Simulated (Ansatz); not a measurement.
Al5BAs6 (P31m) at 2 levels of theory

One geometry, relaxed with PBE; plane waves with PAW potentials in Ansatz, scalar-relativistic. No spin polarisation. Gaps are the least over mesh and band path; pressure is positive in compression.

```xyz
12
Lattice="6.8130 0.0000 0.0000 -3.4065 5.9002 0.0000 0.0000 0.0000 6.4692" Properties=species:S:1:pos:R:3 pbc="T T T"
Al    3.4065    1.9667    0.0124
Al    0.0000    3.9335    0.0124
Al   -1.0898    1.8876    3.2380
Al    2.3167    4.0126    3.2380
Al    2.1796    0.0000    3.2380
B     0.0000    0.0000    6.4593
As    3.4065    1.9667    2.4841
As    0.0000    3.9335    2.4841
As    0.0000    0.0000    2.1226
As   -1.0024    1.7362    5.7274
As    2.4041    4.1640    5.7274
As    2.0047    0.0000    5.7274
```

```
level  cutoff (eV)  k mesh  gap (eV)  pressure (GPa)
  PBE          420   6×6×4      1.18             0.0
```

What comes out on the same cell with r2SCAN?

```
 level  cutoff (eV)  k mesh  gap (eV)  pressure (GPa)
r2SCAN          500   6×6×4      1.47            -1.8
```

The structure comes from a generated guess; another structure or a mixture of phases may lie lower.
